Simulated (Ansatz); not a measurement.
**From three elastic constants to directional properties of NaGeCl3**

All numbers below come from Ansatz, DFT PBE, scalar-relativistic, plane waves, PAW. Cutoff 420 eV, 6×6×6 k-points (Γ-centred), fixed occupations. No spin polarisation.

The cell is fixed (symmetry leaves no force on the atoms) and stands under -0.3 GPa:
```
Na Ge Cl
1.0
     5.24370    0.00000    0.00000
     0.00000    5.24370    0.00000
     0.00000    0.00000    5.24370
Na Ge Cl
1 1 3
Direct
  0.00000 0.00000 0.00000
  0.50000 0.50000 0.50000
  0.50000 0.50000 0.00000
  0.50000 0.00000 0.50000
  0.00000 0.50000 0.50000
```

The cell is the ideal cubic perovskite prototype; whether it is the stable structure of this composition wasn't checked.

With ions relaxed, on the cubic axes: C11 = 56.7, C12 = 10.2, C44 = 6.3 GPa. The density is 2.326 g/cm³. Zone-centre modes weren't checked beside this run.

Task: Is the crystal stable against strain, and how anisotropic is it?

Result: Born's conditions hold: C11 + 2C12 = 77.0, C11 − C12 = 46.6 and C44 = 6.3 GPa are all positive. B = (C11 + 2C12)/3 = 25.7 GPa. The two shear moduli are C44 and C′ = (C11 − C12)/2 = 23.3 GPa, so Zener's ratio is A = C44/C′ = 0.27: the shear C44 is the soft one, as in NaCl, KCl, the halide perovskites and the bcc metals V, Nb, Cr and Mo. The Cauchy pressure C12 − C44 is 3.9 GPa; it would vanish for pair forces between atoms on inversion centres at zero pressure, and a positive value is usual with metallic or many-body binding, and where atoms off inversion centres relax under shear, which lowers C44.

Task: Give the sound speeds along the three symmetry directions.

Result: The Christoffel equation gives ρv² for each branch:
```
direction branch                    ρv²   GPa v (m/s)
    [100]              L                    C11  56.7     4937
    [100]         T (×2) C44   6.3     1643
    [110]              L   (C11 + C12 + 2C44)/2  39.7     4132
    [110]   T, u ∥ [001]                    C44   6.3     1643
    [110]  T, u ∥ [1-10]          (C11 − C12)/2  23.3     3163
    [111]              L  (C11 + 2C12 + 4C44)/3  34.0     3825
    [111]         T (×2) (C11 − C12 + C44)/3  17.6     2751
```

Task: How does Young's modulus depend on direction?

Result: Inverting gives S11 = 18.651, S12 = -2.832, S44 = 159.236 TPa⁻¹. Along a unit vector (l, m, n), 1/E = S11 − 2(S11 − S12 − S44/2)(l²m² + m²n² + n²l²), where the last bracket is 0, 1/4 and 1/3 for [100], [110] and [111]: E = 54, 21 and 17 GPa. With A < 1 the cube edge is stiffest. For a film on (001), the biaxial modulus is C11 + C12 − 2C12²/C11 = 63 GPa and the normal strain is −2C12/C11 = -0.36 times the in-plane one.

Symmetry holds off the tilts and polar distortions that many cubic perovskites undergo.